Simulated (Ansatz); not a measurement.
Input file for Ansatz (an electronic-structure program):

Ansatz 0.2 input:
```yaml
crystal:
  lattice:
    - [1.4044528366, 0.8108612233, 5.9041619753]
    - [-1.4044528366, 0.8108612233, 5.9041619753]
    - [0.0, -1.6217224466, 5.9041619753]
  atoms:
    - { symbol: Co, position: [0.5, 0.5, 0.5] }
    - { symbol: Pt, position: [0.0, 0.0, 0.0] }
    - { symbol: O, position: [0.1122310518, 0.1122310518, 0.1122310518] }
    - { symbol: O, position: [0.8877689482, 0.8877689482, 0.8877689482] }
kpoints:
  mp_grid: { grid: [29, 29, 29] }
hamiltonian:
  xc: pbesol
  pseudopotentials: { kind: paw }
scf:
  occupations: { method: fermi_dirac, width: 0.1 }
elastic: { mode: relaxed_ion, stencil: two_point, amplitude: 0.005, f_tol: 0.0005 }
```

Output (shortened):

```
Pseudopotential: Co, paw, valence charge 17
Pseudopotential: Pt, paw, valence charge 18
Pseudopotential: O, paw, valence charge 6
Functional definition: PBEsol
Crystal: 4 atoms, lattice volume = 40.343 Å³
Basis set: ecut = 420 eV, 793 PW (Γ), exchange–correlation on 90×90×90 points (8 copies of the dense FFT grid, shifted against one another)
Bands: 29, of which v1, the nominal top of the filled ones, is band 24 counted from 1 (23 counted from 0)
Symmetry: 12 space group operations
Space group: R-3m (ITA 166), of the structure as read, at distance tolerance 3.4e-5 Å
k-points: 2255 of 24389
SCF 1 converged in 14 iterations: F = -18597.025943 eV  dr2 = 2.29e-14
relax step   1: F+E_penalty+E_count = -18597.02594262 eV  Δ(F+E_penalty+E_count) = +0.000e0 eV  max|allowed force component| = 2.955e-3 eV/Å  Δτ_max = 0.0000 Å  (14 SCF iters, accepted)
Crystal: 4 atoms, lattice volume = 40.343 Å³
SCF 2 converged in 11 iterations: F = -18597.025943 eV  dr2 = 2.61e-14
relax step   2: F+E_penalty+E_count = -18597.02594284 eV  Δ(F+E_penalty+E_count) = -2.207e-7 eV  max|allowed force component| = 1.504e-3 eV/Å  Δτ_max = 0.0000 Å  (11 SCF iters, accepted)
Crystal: 4 atoms, lattice volume = 40.343 Å³
SCF 3 converged in 9 iterations: F = -18597.025943 eV  dr2 = 8.99e-15
relax step   3: F+E_penalty+E_count = -18597.02594292 eV  Δ(F+E_penalty+E_count) = -7.719e-8 eV  max|allowed force component| = 2.485e-7 eV/Å  Δτ_max = 0.0001 Å  (9 SCF iters, accepted)
Crystal: 4 atoms, lattice volume = 40.343 Å³
SCF 4 converged in 14 iterations: F = -18597.025943 eV  dr2 = 6.82e-19
Crystal: 4 atoms, lattice volume = 40.141 Å³
Basis set: ecut = 420 eV, 789 PW (Γ), exchange–correlation on 90×90×90 points (8 copies of the dense FFT grid, shifted against one another)
Symmetry: 4 space group operations
k-points: 6315 of 24389
SCF 5 converged in 14 iterations: F = -18597.024455 eV  dr2 = 9.81e-14
relax step   1: F+E_penalty+E_count = -18597.02445522 eV  Δ(F+E_penalty+E_count) = +0.000e0 eV  max|allowed force component| = 4.428e-2 eV/Å  Δτ_max = 0.0000 Å  (14 SCF iters, accepted)
Crystal: 4 atoms, lattice volume = 40.141 Å³
SCF 6 converged in 12 iterations: F = -18597.024589 eV  dr2 = 5.42e-14
relax step   2: F+E_penalty+E_count = -18597.02458942 eV  Δ(F+E_penalty+E_count) = -1.342e-4 eV  max|allowed force component| = 7.327e-3 eV/Å  Δτ_max = 0.0023 Å  (12 SCF iters, accepted)
Crystal: 4 atoms, lattice volume = 40.141 Å³
SCF 7 converged in 8 iterations: F = -18597.024593 eV  dr2 = 7.21e-14
relax step   3: F+E_penalty+E_count = -18597.02459306 eV  Δ(F+E_penalty+E_count) = -3.636e-6 eV  max|allowed force component| = 1.154e-4 eV/Å  Δτ_max = 0.0005 Å  (8 SCF iters, accepted)
Crystal: 4 atoms, lattice volume = 40.141 Å³
SCF 8 converged in 14 iterations: F = -18597.024593 eV  dr2 = 1.89e-18
Crystal: 4 atoms, lattice volume = 40.544 Å³
SCF 9 converged in 15 iterations: F = -18597.024757 eV  dr2 = 1.03e-14
relax step   1: F+E_penalty+E_count = -18597.02475715 eV  Δ(F+E_penalty+E_count) = +0.000e0 eV  max|allowed force component| = 4.216e-2 eV/Å  Δτ_max = 0.0000 Å  (15 SCF iters, accepted)
Crystal: 4 atoms, lattice volume = 40.544 Å³
SCF 10 converged in 12 iterations: F = -18597.024884 eV  dr2 = 5.43e-14
relax step   2: F+E_penalty+E_count = -18597.02488394 eV  Δ(F+E_penalty+E_count) = -1.268e-4 eV  max|allowed force component| = 9.046e-4 eV/Å  Δτ_max = 0.0025 Å  (12 SCF iters, accepted)
Crystal: 4 atoms, lattice volume = 40.544 Å³
SCF 11 converged in 8 iterations: F = -18597.024884 eV  dr2 = 5.34e-14
relax step   3: F+E_penalty+E_count = -18597.02488398 eV  Δ(F+E_penalty+E_count) = -4.592e-8 eV  max|allowed force component| = 2.801e-6 eV/Å  Δτ_max = 0.0000 Å  (8 SCF iters, accepted)
Crystal: 4 atoms, lattice volume = 40.544 Å³
SCF 12 converged in 14 iterations: F = -18597.024884 eV  dr2 = 3.35e-19
Crystal: 4 atoms, lattice volume = 40.141 Å³
SCF 13 converged in 15 iterations: F = -18597.023405 eV  dr2 = 8.80e-15
relax step   1: F+E_penalty+E_count = -18597.02340507 eV  Δ(F+E_penalty+E_count) = +0.000e0 eV  max|allowed force component| = 6.260e-2 eV/Å  Δτ_max = 0.0000 Å  (15 SCF iters, accepted)
Crystal: 4 atoms, lattice volume = 40.141 Å³
SCF 14 converged in 11 iterations: F = -18597.023534 eV  dr2 = 8.65e-14
relax step   2: F+E_penalty+E_count = -18597.02353356 eV  Δ(F+E_penalty+E_count) = -1.285e-4 eV  max|allowed force component| = 2.422e-3 eV/Å  Δτ_max = 0.0021 Å  (11 SCF iters, accepted)
Crystal: 4 atoms, lattice volume = 40.141 Å³
SCF 15 converged in 9 iterations: F = -18597.023534 eV  dr2 = 3.12e-14
relax step   3: F+E_penalty+E_count = -18597.02353376 eV  Δ(F+E_penalty+E_count) = -1.930e-7 eV  max|allowed force component| = 3.682e-6 eV/Å  Δτ_max = 0.0001 Å  (9 SCF iters, accepted)
Crystal: 4 atoms, lattice volume = 40.141 Å³
SCF 16 converged in 14 iterations: F = -18597.023534 eV  dr2 = 1.27e-18
Crystal: 4 atoms, lattice volume = 40.544 Å³
SCF 17 converged in 15 iterations: F = -18597.024103 eV  dr2 = 8.67e-15
relax step   1: F+E_penalty+E_count = -18597.02410284 eV  Δ(F+E_penalty+E_count) = +0.000e0 eV  max|allowed force component| = 5.315e-2 eV/Å  Δτ_max = 0.0000 Å  (15 SCF iters, accepted)
Crystal: 4 atoms, lattice volume = 40.544 Å³
SCF 18 converged in 11 iterations: F = -18597.024203 eV  dr2 = 6.64e-14
relax step   2: F+E_penalty+E_count = -18597.02420254 eV  Δ(F+E_penalty+E_count) = -9.970e-5 eV  max|allowed force component| = 3.834e-3 eV/Å  Δτ_max = 0.0017 Å  (11 SCF iters, accepted)
Crystal: 4 atoms, lattice volume = 40.544 Å³
SCF 19 converged in 9 iterations: F = -18597.024203 eV  dr2 = 6.42e-14
relax step   3: F+E_penalty+E_count = -18597.02420306 eV  Δ(F+E_penalty+E_count) = -5.208e-7 eV  max|allowed force component| = 5.070e-6 eV/Å  Δτ_max = 0.0001 Å  (9 SCF iters, accepted)
Crystal: 4 atoms, lattice volume = 40.544 Å³
SCF 20 converged in 14 iterations: F = -18597.024203 eV  dr2 = 3.49e-18
Crystal: 4 atoms, lattice volume = 40.342 Å³
SCF 21 converged in 12 iterations: F = -18597.025512 eV  dr2 = 7.66e-14
relax step   1: F+E_penalty+E_count = -18597.02551224 eV  Δ(F+E_penalty+E_count) = +0.000e0 eV  max|allowed force component| = 5.003e-2 eV/Å  Δτ_max = 0.0000 Å  (12 SCF iters, accepted)
Crystal: 4 atoms, lattice volume = 40.342 Å³
SCF 22 converged in 10 iterations: F = -18597.025671 eV  dr2 = 2.34e-14
relax step   2: F+E_penalty+E_count = -18597.02567131 eV  Δ(F+E_penalty+E_count) = -1.591e-4 eV  max|allowed force component| = 1.209e-2 eV/Å  Δτ_max = 0.0026 Å  (10 SCF iters, accepted)
Crystal: 4 atoms, lattice volume = 40.342 Å³
SCF 23 converged in 9 iterations: F = -18597.025681 eV  dr2 = 3.55e-14
relax step   3: F+E_penalty+E_count = -18597.02568122 eV  Δ(F+E_penalty+E_count) = -9.915e-6 eV  max|allowed force component| = 7.393e-5 eV/Å  Δτ_max = 0.0008 Å  (9 SCF iters, accepted)
Crystal: 4 atoms, lattice volume = 40.342 Å³
SCF 24 converged in 14 iterations: F = -18597.025681 eV  dr2 = 2.92e-18
Crystal: 4 atoms, lattice volume = 40.342 Å³
SCF 25 converged in 12 iterations: F = -18597.025514 eV  dr2 = 6.66e-14
relax step   1: F+E_penalty+E_count = -18597.02551401 eV  Δ(F+E_penalty+E_count) = +0.000e0 eV  max|allowed force component| = 4.943e-2 eV/Å  Δτ_max = 0.0000 Å  (12 SCF iters, accepted)
Crystal: 4 atoms, lattice volume = 40.342 Å³
SCF 26 converged in 10 iterations: F = -18597.025681 eV  dr2 = 4.70e-14
relax step   2: F+E_penalty+E_count = -18597.02568115 eV  Δ(F+E_penalty+E_count) = -1.671e-4 eV  max|allowed force component| = 7.786e-4 eV/Å  Δτ_max = 0.0033 Å  (10 SCF iters, accepted)
Crystal: 4 atoms, lattice volume = 40.342 Å³
SCF 27 converged in 8 iterations: F = -18597.025681 eV  dr2 = 5.21e-14
relax step   3: F+E_penalty+E_count = -18597.02568119 eV  Δ(F+E_penalty+E_count) = -3.275e-8 eV  max|allowed force component| = 3.883e-6 eV/Å  Δτ_max = 0.0000 Å  (8 SCF iters, accepted)
Crystal: 4 atoms, lattice volume = 40.342 Å³
SCF 28 converged in 14 iterations: F = -18597.025681 eV  dr2 = 3.22e-19
SCF converged after 14 iterations
Stability not checked: this state was not tested for a lower state beside it, because too few of the mixer's solves of this state at the end of the SCF gave a …
Free energy (F): -18597.025943 eV
Harris-Foulkes:  -18597.025943 eV  (|F-HF|=0.00e0)
Internal energy: -18597.001182 eV  (E = F + TS)
E sigma→0 (E₀):  -18597.013563 eV
Entropy (-TS):   -0.024761 eV (-6.190 meV/atom)
Fermi energy:    16.848927 eV
--- Per-component energies (eV) ---
  E_band       = -463.339931
  E_kinetic    = 1438.618036
  E_local      = -5638.386269  (includes V_loc(G=0)·N_el)
  E_nonlocal   = 757.512300
  E_hartree    = 2257.987262
  E_xc         = -562.102343
  E_vxc        = -691.828339  (∫ρ·V_xc dr)
  E_paw        = -11101.663761  (= ΣΔE_a)
  E_vpaw       = -845.235082  (= ΣTr[D̂ρ^β])
  E_aug_tail   = 0.004900  (compensation charges beyond the density's cutoff)
  E_ewald      = -5749.517282
  E_core_change = 0.545976  (= ΣΔE_core)
  E_smearing   = -0.024761  (= −TS)
  E_closure    = 0.000000  (closes the sum)
  Σ components = -18597.025943   (vs F -18597.025943, Δ=0.00e0)
--- Forces (eV/Å), atoms counted from 1 ---
  atom   1  Co     0.00000000     0.00000000     0.00000000
  atom   2  Pt     0.00000000     0.00000000     0.00000000
  atom   3  O      0.00000000     0.00000000     0.00000028
  atom   4  O      0.00000000     0.00000000    -0.00000028
  max |Σ_I F_I| component: 0.0 eV/Å
--- Stress (GPa, compression-positive) ---
        0.102543       0.000000       0.000000
        0.000000       0.102543       0.000000
        0.000000       0.000000       0.244506
  P = ⅓ Tr σ = 0.1499 GPa (1.499 kbar)
--- Band table (eV; the first three rows and the last of 2255) ---
  k-point 0: bands = ["-81.9867", "-78.5479", "-41.9703", "-41.9703", "-41.9458", "-36.5567", "-35.8231", "-35.8231", "-4.9439", "-2.9073", "6.8805", "9.5437", "10.1109", "10.1109", "12.1234", "13.4335", "13.4335", "13.5398", "13.5398", "14.9100", "14.9100", …
  k-point 1: bands = ["-81.9865", "-78.5478", "-41.9713", "-41.9705", "-41.9457", "-36.5563", "-35.8268", "-35.8240", "-4.9290", "-2.9061", "6.8993", "9.5789", "10.0626", "10.1178", "12.1671", "13.3369", "13.3770", "13.5321", "13.5821", "14.9035", "14.9191", …
  k-point 2: bands = ["-81.9859", "-78.5476", "-41.9743", "-41.9712", "-41.9452", "-36.5550", "-35.8375", "-35.8267", "-4.8849", "-2.9025", "6.9549", "9.6822", "9.9339", "10.1383", "12.2788", "13.0996", "13.2478", "13.4851", "13.6805", "14.8411", "14.9324", …
  k-point 2254: bands = ["-81.9865", "-78.5479", "-41.9713", "-41.9705", "-41.9456", "-36.5564", "-35.8268", "-35.8240", "-4.6695", "-3.3252", "8.5798", "9.2506", "9.9621", "10.2606", "10.3723", "12.6456", "12.7011", "13.5266", "13.5785", "15.0056", …
--- Elastic constants: 3 strain directions × 2 members + reference (group order 12) ---
  dense FFT box of the reference and of every strained cell: 45×45×45
  strains applied: 11, 33, 23; error gains …
  reference relaxed by the batch: 3 steps …
  largest displacement 1.0e-4 Å; the constants are those of the deck's cell at these positions:
  atoms:
    - { symbol: Co, position: [0.5000000000000001, 0.5000000000000001, 0.5] }
    - { symbol: Pt, position: [0.0, 0.0, 0.0] }
    - { symbol: O, position: [0.11223674410392281, 0.11223674410392281, 0.11223674410392283] }
    - { symbol: O, position: [0.8877632558960772, 0.8877632558960772, 0.8877632558960771] }
  C = ∂σ_k/∂η_j (tension-positive GPa; Voigt order 11 22 33 23 13 12):
       384.156    168.192    176.157     -9.285      0.000      0.000
       168.192    384.156    176.157      9.285      0.000      0.000
       176.243    176.243    659.523      0.000      0.000      0.000
        -9.284      9.284      0.000     83.344      0.000      0.000
         0.000      0.000      0.000      0.000     83.344     -9.284
         0.000      0.000      0.000      0.000     -9.285    107.982
  reference stress σ⁰ (GPa):     -0.103     -0.103     -0.245      0.000      0.000      0.000
  moduli (Voigt/Reuss/Hill, GPa): K = 274.34/259.04/266.69   G = 115.42/103.36/109.39   E = 288.69   ν = 0.320
  mechanically stable: yes (min eigenvalue of sym C = 80.24 GPa)
  strain η (Voigt 11):  stress-route row diagonal C_11 = 384.16 GPa, energy-path curvature d²(F+E_count+ΔE)/dδ²/Ω₀ = 384.21 GPa
         δ    σ_11 (GPa)             F (eV)   n_scf  n_hpsi   n_pw
    -5.000e-3      -2.0583      -18597.0245931      14  3867619    801   relax 3 steps, max|allowed force component| 1.15e-4 eV/Å
     5.000e-3       1.7833      -18597.0248840      14  3863467    811   relax 3 steps, max|allowed force component| 2.80e-6 eV/Å
  strain η (Voigt 33):  stress-route row diagonal C_33 = 659.52 GPa, energy-path curvature d²(F+E_count+ΔE)/dδ²/Ω₀ = 659.53 GPa
         δ    σ_33 (GPa)             F (eV)   n_scf  n_hpsi   n_pw
    -5.000e-3      -3.6052      -18597.0235338      14  1377867    801   relax 3 steps, max|allowed force component| 3.68e-6 eV/Å
     5.000e-3       2.9900      -18597.0242031      14  1384251    815   relax 3 steps, max|allowed force component| 5.07e-6 eV/Å
  strain η (Voigt 23):  stress-route row diagonal C_44 = 83.34 GPa, energy-path curvature d²(F+E_count+ΔE)/dδ²/Ω₀ = 83.50 GPa
         δ    σ_23 (GPa)             F (eV)   n_scf  n_hpsi   n_pw
    -5.000e-3      -0.4167      -18597.0256812      14  3874787    805   relax 3 steps, max|allowed force component| 7.39e-5 eV/Å
     5.000e-3       0.4167      -18597.0256812      14  3863418    805   relax 3 steps, max|allowed force component| 3.88e-6 eV/Å
```

Cost: roughly 2.6 core-hours on shared cores.

The cell was relaxed with PBEsol under the symmetry of its start; of distortions, only those at the zone centre were tested. No spin polarisation was allowed. No Hubbard U is applied. As this level gives no gap, shear constants depend on the k-mesh and smearing (Fermi–Dirac, 0.1 eV here). Spin–orbit coupling is left out wherever it is not named.

Potentials: the later of the program's two PAW sets.

Ansatz is a plane-wave DFT program.
